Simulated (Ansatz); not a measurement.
Starting cell, La$_{2}$O$_{3}$ (A-La2O3 type, space group P-3m1):

```yaml
crystal:
  lattice:
    - [3.94042, 0.00000, 0.00000]
    - [-1.97021, 3.41251, 0.00000]
    - [0.00000, 0.00000, 6.18831]
  atoms:
    - { symbol: La, position: [0.33333, 0.66667, 0.24738] }
    - { symbol: La, position: [0.66667, 0.33333, 0.75262] }
    - { symbol: O, position: [0.00000, 0.00000, 0.00000] }
    - { symbol: O, position: [0.33333, 0.66667, 0.64529] }
    - { symbol: O, position: [0.66667, 0.33333, 0.35471] }
```

In this cell atom 1 (La, nearest neighbour O at 2.370 Å; its periodic images, 3.9 Å or more away, move with it) is moved by s along Cartesian z, unit vector (0.000, 0.000, 1.000); all other atoms and the cell stay fixed.

Calculation: PBE (plane waves to 420 eV, PAW, scalar-relativistic; Ansatz, an electronic-structure program). k mesh 8×8×5 (Γ-centred), Fermi-Dirac smearing 0.05 eV. The energy includes the smearing's −TS. Left out: 1 of 11 points, with atoms too close for the PAW data. La2O3 is run without spin polarisation. La2O3 was relaxed with its symmetry unable to fall. The PAW data are Ansatz's earlier set. The zero of ΔE is the undisplaced structure.

```
s (Å)   ΔE (meV/cell)
------  -------------
-0.470           1049
-0.376            696
-0.282            407
-0.188            188
-0.094             49
0.000               0
0.094              54
0.188             230
0.282             552
0.376        withheld
```

Task: Fit a polynomial form (powers 2, 3, 4) to the given rows and predict ΔE at s = 0.376.

Result: Least squares on the 9 given rows: ΔE = (5888)·s² + (3224)·s³ + (1709)·s⁴, in meV/cell with s in Å; root-mean-square residual 0.8 meV/cell. At 0.376 the fit gives 1038 meV/cell; the calculation gives 1051 meV/cell, so the extrapolation is off by -13 (-1.2 %). The quadratic term alone would give 832 meV/cell.

(A displaced cell: forces are minus the slopes of the energy, force constants its curvatures, and phonons follow from these.)
